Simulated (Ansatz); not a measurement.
Mo (bcc (W type), Im-3m) under volume change, DFT-LDA in the program Ansatz with PAW potentials, scaled uniformly.

```
V (Å³/atom)  E − E(relaxed) (meV/atom)  P (GPa)
-----------  -------------------------  -------
13.707                           132.4    33.91
14.158                            55.6    20.83
14.610                            13.2     9.59
15.062                             0.0     0.00
15.514                            11.8    -8.17
15.966                             [?]      [?]
16.418                             [?]      [?]
```

Task: Complete the blanks.

Result: 
- 15.966, E − E(relaxed) (meV/atom): 45.0
- 15.966, P (GPa): -15.14
- 16.418, E − E(relaxed) (meV/atom): 96.3
- 16.418, P (GPa): -21.07

Task: What does a third-order Birch–Murnaghan fit give for V₀, B₀ and B′?

Result: V₀ = 15.06 Å³/atom, B₀ = 294 GPa, B′ = 4.3.

Symmetry was held in the LDA relaxation. The run is not spin-polarised.

Potentials: the earlier of the program's two PAW sets. The files were generated under PBE; for other functionals the program regenerates the frozen cores, and for LDA and PBEsol the local potential too.
